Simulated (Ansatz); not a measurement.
Given:

SnCl$_{2}$:
```yaml
crystal:
  lattice:
    - [7.93849, 0.00000, 0.00000]
    - [0.00000, 4.30728, 0.00000]
    - [0.00000, 0.00000, 9.43959]
  atoms:
    - { symbol: Sn, position: [0.77076, 0.75000, 0.56573] }
    - { symbol: Sn, position: [0.22924, 0.25000, 0.43427] }
    - { symbol: Sn, position: [0.72924, 0.25000, 0.06573] }
    - { symbol: Sn, position: [0.27076, 0.75000, 0.93427] }
    - { symbol: Cl, position: [0.52240, 0.25000, 0.84997] }
    - { symbol: Cl, position: [0.47760, 0.75000, 0.15003] }
    - { symbol: Cl, position: [0.97760, 0.75000, 0.34997] }
    - { symbol: Cl, position: [0.02240, 0.25000, 0.65003] }
    - { symbol: Cl, position: [0.14373, 0.25000, 0.07886] }
    - { symbol: Cl, position: [0.85627, 0.75000, 0.92114] }
    - { symbol: Cl, position: [0.35627, 0.75000, 0.57886] }
    - { symbol: Cl, position: [0.64373, 0.25000, 0.42114] }
```

This is the r²SCAN+D4-relaxed structure. Cartesian axes are those of the cell as given.

**Question.** All from the program Ansatz at the r²SCAN+D4 level (PAW), unless another level is named. Predict the Bader charges.

**Answer.** Sn +1.35, Cl -0.68 e.

**Question.** What about the static dielectric constant ε0 (ions relaxed, cell fixed)?

**Answer.** 37.9 (xx), 145 (yy), 7.50 (zz).

**Question.** Next, the electronic dielectric constant ε∞ (DFPT)?

**Answer.** 4.63 (xx), 5.00 (yy), 4.04 (zz).

**Question.** Give the Born charges (a third of the trace).

**Answer.** Sn +3.40, Cl -1.77 to -1.63 e.

Space group Pnma. The first step of the workflow began from a Materials Project structure, measured or hypothetical; the Crystallography Open Database files this formula in space group No. 62, but the cells were not matched. Its standing as an ambient phase is unchecked. Symmetry was held in the r²SCAN+D4 relaxation; whether a distortion lowers the energy is not shown. Scalar-relativistic: spin–orbit coupling is off unless named, which matters more the heavier the elements.

Potentials: the later of the program's two PAW sets.
